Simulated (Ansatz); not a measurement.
CdSe (zinc blende): values from a third-order Birch-Murnaghan fit to a volume scan beside measured ones. Computed values: PBE (plane waves to 420 eV, PAW, scalar-relativistic; Ansatz, a program for electronic structure). CdSe was relaxed with its symmetry unable to fall. The PAW data are Ansatz's earlier set.

```
quantity                reference                                    kind
----------------------  ---------  --------------------------------------
Lattice constant a (Å)      6.077  measured, room temperature or unstated
```

References as given in: arXiv:1206.3780. Values not taken to low temperature hold thermal and zero-point shifts that a static calculation lacks, so small differences there are no errors of the method.

### Question
Estimate the PBE values and the sign and size of each difference.

### Answer
| quantity | PBE | difference |
|---|---|---|
| Lattice constant a (Å) | 6.196 | +2.0 % |



(A scan under strain: stresses follow from slopes of the energy per volume, elastic moduli from its curvatures.)
